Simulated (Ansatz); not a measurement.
In the program Ansatz at the PBEsol level (PAW), Bi₂Mo in the monoclinic phase (C2/m; Mo on 4i, Bi on 4i, Bi on 4i) relaxes to a = 10.625 Å, b = 3.677 Å, c = 8.332 Å, β = 119.8°. Against the elements it lies at 0.32 eV/atom, with no fitted shifts.

Electronic character: metallic (no gap).

The start of the workflow was typed in or built on a structure type; neither database checked (COD, Materials Project) lists it. Its standing as an ambient phase is unchecked. The cell was relaxed with PBEsol under the symmetry of its start; its stability against distortions is not shown here. No spin polarisation was allowed. The volume moved by -18 % from the start of the relaxation. Its formation energy is positive at this level, so the cell may be metastable or incomplete. Axis ratios of metals converge slowly with the k-mesh, so a and c are less sure than the volume. The references are the lowest solids computed at this level, not always the standard phases. Spin–orbit coupling is left out wherever it is not named.

Potentials: the earlier of the program's two PAW sets. The files were generated under PBE; for other functionals the program regenerates the frozen cores, and for LDA and PBEsol the local potential too.
